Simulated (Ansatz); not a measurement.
Coordination and Sb-121 quadrupole coupling in Sb2Se3

Cell: a structure deposited in the COD, ions relaxed with PBE at fixed cell.

```cif
data_structure
_symmetry_space_group_name_H-M 'P 1'
_symmetry_Int_Tables_number 1
_cell_length_a 11.7700
_cell_length_b 3.9620
_cell_length_c 11.6200
_cell_angle_alpha 90.000
_cell_angle_beta 90.000
_cell_angle_gamma 90.000
_cell_volume 541.87
loop_
_atom_site_label
_atom_site_type_symbol
_atom_site_fract_x
_atom_site_fract_y
_atom_site_fract_z
_atom_site_occupancy
Sb1 Sb 0.02557 0.25000 0.32835 1
Sb2 Sb 0.97443 0.75000 0.67165 1
Sb3 Sb 0.47443 0.75000 0.82835 1
Sb4 Sb 0.52557 0.25000 0.17165 1
Sb5 Sb 0.14878 0.75000 0.03905 1
Sb6 Sb 0.85122 0.25000 0.96095 1
Sb7 Sb 0.35122 0.25000 0.53905 1
Sb8 Sb 0.64878 0.75000 0.46095 1
Se9 Se 0.05538 0.25000 0.86894 1
Se10 Se 0.94462 0.75000 0.13106 1
Se11 Se 0.44462 0.75000 0.36894 1
Se12 Se 0.55538 0.25000 0.63106 1
Se13 Se 0.12890 0.75000 0.44750 1
Se14 Se 0.87110 0.25000 0.55250 1
Se15 Se 0.37110 0.25000 0.94750 1
Se16 Se 0.62890 0.75000 0.05250 1
Se17 Se 0.21516 0.25000 0.19575 1
Se18 Se 0.78484 0.75000 0.80425 1
Se19 Se 0.28484 0.75000 0.69575 1
Se20 Se 0.71516 0.25000 0.30425 1
```

Atom numbers follow the list; atoms alike are taken as one site, whose name carries the number of the first.

All values are calculated (Ansatz; DFT, r2SCAN, plane waves and PAW, scalar-relativistic, 500 eV cutoff, Γ-centred 3×7×3 k-points, Fermi–Dirac smearing 0.02 eV), not measured.

Q(Sb-121) = -543.0 mb.

(1) Rank these Sb sites by |C_Q|, smallest first.
A. Sb5: 3 Se at 2.63–2.80 Å; also 4 Se at 3.01–3.45 Å
B. Sb1: 3 Se at 2.71 Å; also 3 Se at 3.18 Å

Answers

(1) B (152 MHz, η = 0.49), A (201 MHz, η = 0.04).

At Sb1 V_zz stands upright on the plane through its three neighbours (within 10°). Like point charges on the first shell alone (each adding as 1/d³) would put Sb1 above Sb5: the covalent part of each bond and the atoms beyond the first shell count as well.

The largest force is 0.3 eV/Å, so the atoms aren't at the calculated equilibrium and relaxing them would move these values. Without spin–orbit coupling (the program notes it for Sb) the gradients can shift somewhat, as the gap is small. With these PAW files V_zz is typically within 2 to 3 % of all-electron values, but misses above 10 % occur on Sb.
